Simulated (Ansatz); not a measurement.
Be₃N₂:
```cif
data_Be3N2
_chemical_formula_sum 'Be3 N2'
_space_group_name_H-M_alt 'P 1'
_space_group_IT_number 1
_cell_length_a 5.12091
_cell_length_b 5.12091
_cell_length_c 5.12091
_cell_angle_alpha 32.140
_cell_angle_beta 32.140
_cell_angle_gamma 32.140
loop_
_space_group_symop_operation_xyz
  'x, y, z'
loop_
_atom_site_label
_atom_site_type_symbol
_atom_site_fract_x
_atom_site_fract_y
_atom_site_fract_z
_atom_site_occupancy
Be1 Be 0.14109 0.14109 0.14109 1
Be2 Be 0.68236 0.68236 0.68236 1
Be3 Be 0.91111 0.91111 0.91111 1
N1 N 0.79582 0.79582 0.79582 1
N2 N 0.29153 0.29153 0.29153 1
```

Relaxed with PBEsol. DFT-PBEsol in the program Ansatz with PAW potentials gives a gap of 2.66 eV.

Question: What gap does HSE06 give on the same cell (Ansatz, PAW)?

Answer: 4.03 eV, 1.37 eV more. The hybrid was solved on a coarser mesh and at special points; the gap given is the minimum over both.

| k | v1 PBEsol | c1 PBEsol | v1 HSE06 | c1 HSE06 |
|---|---|---|---|---|
| Γ | 0.00 | 6.01 | 0.00 | 7.60 |
| T | -0.35 | 6.93 | … | … |
| L | -2.11 | 5.43 | … | … |
| F | -1.07 | 2.66 | -1.10 | 4.03 |
| S0 | -1.90 | 5.07 | … | … |
| H0 | -1.85 | 5.01 | … | … |

Question: Top valence (v1) and lowest conduction level (c1) in eV from each method's valence maximum (which need not be a listed point): supply the withheld HSE06 values.

Answer: 
- H0, v1 HSE06: -1.93
- H0, c1 HSE06: 6.51
- T, v1 HSE06: -0.39
- T, c1 HSE06: 8.61
- S0, v1 HSE06: -1.98
- S0, c1 HSE06: 6.57
- L, v1 HSE06: -2.30
- L, c1 HSE06: 6.93

Cost on shared cores: the PBEsol run (SCF on a 11×11×11 mesh, then bands and DOS) around 30 core-seconds (rough), the HSE06 run (SCF on 7×7×7, then a few points) very roughly 4 core-minutes; the tasks are unlike.

Space group R3m. The workflow started from a Materials Project entry (that database holds measured and hypothetical structures alike); the Crystallography Open Database copy checked does not list it. COD files the formula under space group No. 206. Whether it is the stable phase at ambient conditions was not checked. The cell was relaxed with PBEsol under the symmetry of its start; whether a distortion lowers the energy is not shown.

Potentials: the later of the program's two PAW sets.
